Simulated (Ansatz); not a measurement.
## Clamped-ion strain scan in Ge

Theory: Ansatz 0.2.0, DFT r2SCAN, scalar-relativistic, plane waves, PAW. The runs took a 500 eV cutoff, a Γ-centred 20×20×18 mesh and Gaussian smearing (0.15 eV). No spin polarisation. Energies are free energies at this smearing, counted from the undisturbed cell; pressure is positive in compression.

Zero of the scan (as given, not relaxed at this level; it stands at -3.1 GPa; this form isn't the usual structure):

```xyz
1
Lattice="1.3971 -2.6005 0.0000 1.3971 2.6005 0.0000 0.0000 0.0000 2.6982" Properties=species:S:1:pos:R:3 pbc="T T T"
Ge    1.3971    0.0000    0.0000
```

The cell is strained by ε times the Voigt pattern (0, 1, 0, 0, 0, 0) (xx, yy, zz, yz, xz, xy; engineering shear) with fractional coordinates fixed. The cell is metallic on the mesh throughout.

```
      ε  ΔE (meV/atom) stress summed along the pattern (GPa, tension positive) pressure (GPa)
-0.0200              ?                                                     1.31               ?
-0.0150           -5.0                                                     1.88            -2.2
-0.0100           -3.7                                                        ?               ?
-0.0050           -2.0                                                     3.02            -2.8
 0.0000            0.0                                                     3.55            -3.1
 0.0050            2.3                                                     4.04            -3.4
 0.0100              ?                                                        ?            -3.6
 0.0150            7.8                                                     4.92            -3.9
 0.0175            9.4                                                     5.13            -4.0
 0.0200           11.0                                                     5.33            -4.1
```

Task: Give the withheld values.

Result: ΔE (meV/atom) at ε = -0.0200: -6.0; pressure (GPa) at ε = -0.0200: -1.9; stress summed along the pattern (GPa, tension positive) at ε = -0.0100: 2.45; pressure (GPa) at ε = -0.0100: -2.5; ΔE (meV/atom) at ε = 0.0100: 4.9; stress summed along the pattern (GPa, tension positive) at ε = 0.0100: 4.49.